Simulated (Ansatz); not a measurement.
ZrPt$_{3}$ (Cu3Au type, Pm-3m), a = 4.022 Å, b = 4.022 Å, c = 4.022 Å, α = 90.00°, β = 90.00°, γ = 90.00°.

Relaxed with r²SCAN.

Tabulate the valence density and the electron localisation function along the shortest Pt–Pt contact (2.84 Å), r²SCAN (plane waves, PAW; program Ansatz).



| distance from Pt (Å) | density (e/Å³) | ELF |
|---|---|---|
| 0.28 | 10.32 | 0.68 |
| 0.43 | 8.25 | 0.67 |
| 0.57 | 5.68 | 0.62 |
| 0.71 | 3.30 | 0.53 |
| 0.85 | 1.64 | 0.41 |
| 1.00 | 0.83 | 0.31 |
| 1.14 | 0.52 | 0.27 |
| 1.28 | 0.38 | 0.28 |
| 1.42 | 0.35 | 0.30 |
| 1.56 | 0.38 | 0.28 |
| 1.71 | 0.52 | 0.27 |
| 1.85 | 0.83 | 0.31 |
| 1.99 | 1.64 | 0.41 |
| 2.13 | 3.30 | 0.53 |
| 2.28 | 5.68 | 0.62 |
| 2.42 | 8.25 | 0.67 |
| 2.56 | 10.32 | 0.68 |

The density is the valence pseudo-density with augmentation charge, so density and ELF within about 1 Å of a nucleus are not all-electron values.

The workflow started from an entry of the Crystallography Open Database (COD). Its standing as an ambient phase is unchecked. Symmetry was held in the r²SCAN relaxation; its stability against distortions is not shown here. No spin polarisation was allowed. Scalar-relativistic: spin–orbit coupling is off unless named, which matters more the heavier the elements.

Potentials: the later of the program's two PAW sets.
